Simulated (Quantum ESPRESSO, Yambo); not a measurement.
## WS₂: DFT and GW levels

Space group R3m, hexagonal axes (No. 160); a = b = 3.1573 Å, c = 18.1134 Å, α = β = 90.00°, γ = 120.00°

```tsv
atom	site	symmetry	x	y	z
S	3a	3m	0.0000	0.0000	0.4209
S	3a	3m	0.0000	0.0000	0.2472
W	3a	3m	0.0000	0.0000	0.0007
```
(The calculation used a cell of 3 atoms; values per cell refer to that cell.)

Cell and atoms were relaxed with PBE+D3(BJ) from Materials Project entry mp-9813, within its symmetry.

Starting point: PBEsol (pw.x of Quantum ESPRESSO, ONCV potentials, with spin-orbit coupling). G0W0 in Yambo: 4×4×4 Γ-centred k mesh, bands 5 to 214 and a 8 Ry block in the screening, 214 bands in G with the Bruneval-Gonze terminator, plasmon pole fitted at 27.2 eV.

```
Property                                                                                           Result
------------------------------------------------------------------------------------------------  -------
PBEsol gap along the band path                                                                    0.75 eV
PBEsol gap between the mesh's edge points (Z → (0, 0, 0.25))                                      1.17 eV
G0W0 gap between the same points                                                                  1.65 eV
PBEsol smallest direct gap on the mesh (at Z)                                                     2.08 eV
G0W0 direct gap at that point                                                                     2.44 eV
estimate of the fundamental G0W0 gap (path gap plus the correction; the mesh misses a band edge)  1.22 eV
```

```json
[
 {"k point": "Γ", "band": "VB", "E PBEsol (eV)": "-1.36", "E QP (eV)": "-1.48", "shift (eV)": "-0.12", "Z": "0.79"},
 {"k point": "Γ", "band": "CB", "E PBEsol (eV)": "2.01", "E QP (eV)": "2.44", "shift (eV)": "0.43", "Z": "0.79"},
 {"k point": "(0, 0, 0.25)", "band": "VB", "E PBEsol (eV)": "-1.70", "E QP (eV)": "-1.83", "shift (eV)": "-0.13", "Z": "0.79"},
 {"k point": "(0, 0, 0.25)", "band": "CB", "E PBEsol (eV)": "1.17", "E QP (eV)": "1.59", "shift (eV)": "0.42", "Z": "0.80"},
 {"k point": "L", "band": "VB", "E PBEsol (eV)": "-1.69", "E QP (eV)": "-2.08", "shift (eV)": "-0.40", "Z": "0.79"},
 {"k point": "L", "band": "CB", "E PBEsol (eV)": "2.12", "E QP (eV)": "2.87", "shift (eV)": "0.75", "Z": "0.79"},
 {"k point": "F", "band": "VB", "E PBEsol (eV)": "-1.62", "E QP (eV)": "-1.93", "shift (eV)": "-0.32", "Z": "0.80"},
 {"k point": "F", "band": "CB", "E PBEsol (eV)": "2.07", "E QP (eV)": "2.84", "shift (eV)": "0.77", "Z": "0.79"},
 {"k point": "Z", "band": "VB−2", "E PBEsol (eV)": "-2.20", "E QP (eV)": "-2.45", "shift (eV)": "-0.24", "Z": "0.79"},
 {"k point": "Z", "band": "VB−1", "E PBEsol (eV)": "0.00", "E QP (eV)": "-0.05", "shift (eV)": "-0.05", "Z": "0.79"},
 {"k point": "Z", "band": "VB", "E PBEsol (eV)": "0.00", "E QP (eV)": "-0.05", "shift (eV)": "-0.05", "Z": "0.79"},
 {"k point": "Z", "band": "CB", "E PBEsol (eV)": "2.08", "E QP (eV)": "2.38", "shift (eV)": "0.31", "Z": "0.79"},
 {"k point": "Z", "band": "CB+1", "E PBEsol (eV)": "2.08", "E QP (eV)": "2.38", "shift (eV)": "0.31", "Z": "0.79"}
]
```

Energies count from the PBEsol valence-band maximum.

Convergence of the G0W0 settings was not tested.

This is not the ordinary phase of the substance.
